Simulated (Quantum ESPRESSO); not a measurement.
# Strain and stress in AsAlSi6

The results below are calculated, not measured. They come from pw.x of Quantum ESPRESSO 7.5, a plane-wave density functional program, with PseudoDojo standard norm-conserving files (v0.5 for PBE, v0.4.1 for LDA and PBEsol). The cells are made up: elements, strain and atom displacements were drawn at random, and nothing was relaxed. There is no spin polarisation, spin-orbit coupling or dispersion term.

The cell has 8 sites of a zincblende or diamond lattice. Sites 1 to 4 hold As Al Si Si; sites 5 to 8 hold Si Si Si Si. Cell vectors in Å: (5.403, 0.031, -0.009); (0.031, 5.320, -0.025); (-0.009, -0.025, 5.396). Settings: PBE, cutoff 1143 eV, 6 x 6 x 6 k mesh shifted by half a step, Fermi-Dirac smearing of 0.1 eV.

Each run adds the same linear strain along x, y and z to one cell, with the atoms carried along; the vectors above are those of run 4. Stress is positive in tension and P is minus a third of its trace. E is the free energy for each atom above the lowest run shown.

| run | strain (%) | s_xx (GPa) | s_yy (GPa) | s_zz (GPa) | s_xy (GPa) | P (GPa) | E (meV/atom) |
| --- | --- | --- | --- | --- | --- | --- | --- |
| 1 | -2.22 | -22.27 | -20.07 | -20.93 | 6.82 | 21.09 | 199.29 |
| 2 | -1.69 | -19.82 | -17.80 | -18.56 | 6.41 | 18.73 | 162.05 |
| 3 | -0.87 | -16.32 | -14.53 | -15.16 | 5.81 | 15.33 | 112.05 |
| 4 | -0.40 | -14.46 | -12.80 | -13.36 | 5.50 | 13.54 | 87.51 |
| 5 | 0.69 | -10.53 | -9.15 | -9.54 | 4.81 | 9.74 | 40.97 |
| 7 | 2.13 | -6.08 | -5.01 | -5.24 | 4.01 | 5.44 | 0.00 |
| 6 | 1.34 | ? | ? | ? | ? | ? | ? |

A rerun of one of these cells at 1437 eV and k mesh 8 x 8 x 8 moved values by no more than 0.002 eV in the cell's energy, 0.02 GPa in stress and 0.007 eV/Å in force.

## Worked fit

A parabola through the six runs shown gives P = 12.08 - 3.57 e + 0.217 e² GPa, with e in per cent and a scatter of 0.03 GPa. A linear strain of 1 % changes the volume by about 3 %, so the bulk modulus of this cell with clamped atoms is about 119 ± 1 GPa at e = 0. The error is the larger of the fit's own and the change that a cubic makes, rounded up.

## Withheld run

Question: what P should run 6 give?

The fit gives 7.69 GPa. The calculation gave 7.70 GPa.

```
run,strain (%),s_xx (GPa),s_yy (GPa),s_zz (GPa),s_xy (GPa),P (GPa),E (meV/atom)
6,1.34,-8.42,-7.19,-7.50,4.44,7.70,19.72
```